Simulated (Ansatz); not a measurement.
# Mo (P6/mmm), two-dimensional strain map

All numbers below come from DFT PBEsol, scalar-relativistic, plane waves, PAW (Ansatz). Settings: plane waves to 420 eV, k-mesh 18×18×18 (Γ-centred), Gaussian smearing 0.15 eV. No spin polarisation. Energies are free energies at this smearing, counted from the undisturbed cell; pressure is positive in compression.

The undisturbed cell (as given, not relaxed at this level; it stands at -3.7 GPa; this form isn't the usual structure):

```xyz
1
Lattice="2.7355 0.0000 0.0000 -1.3678 2.3690 0.0000 0.0000 0.0000 2.5552" Properties=species:S:1:pos:R:3 pbc="T T T"
Mo    0.0000    0.0000    1.2776
```

The cell is strained by p along both x and y and by q along z, fractional coordinates fixed. Points are written (p, q).

p was sampled at -0.030, -0.015, 0.000, 0.015, 0.030 and q at -0.030, -0.015, 0.000, 0.015, 0.030.

Question: Where on the computed points is the energy highest, and how high?

Answer: At (0.030, 0.030): 116.4 meV/atom.

Question: Away from (0, 0), which computed point is lowest?

Answer: (0.000, -0.015): -8.6 meV/atom.

The map, in meV/atom:

```
 p \ q  -0.030  -0.015  0.000  0.015  0.030
-0.030    63.6    50.1   47.8   56.2   73.8
-0.015    13.4     6.1    9.2   22.2   44.3
 0.000    -7.2    -8.6    0.0   17.7   44.0
 0.015    -2.4     2.3   16.3   38.8   69.1
 0.030    23.9    34.9   54.5   81.8  116.4
```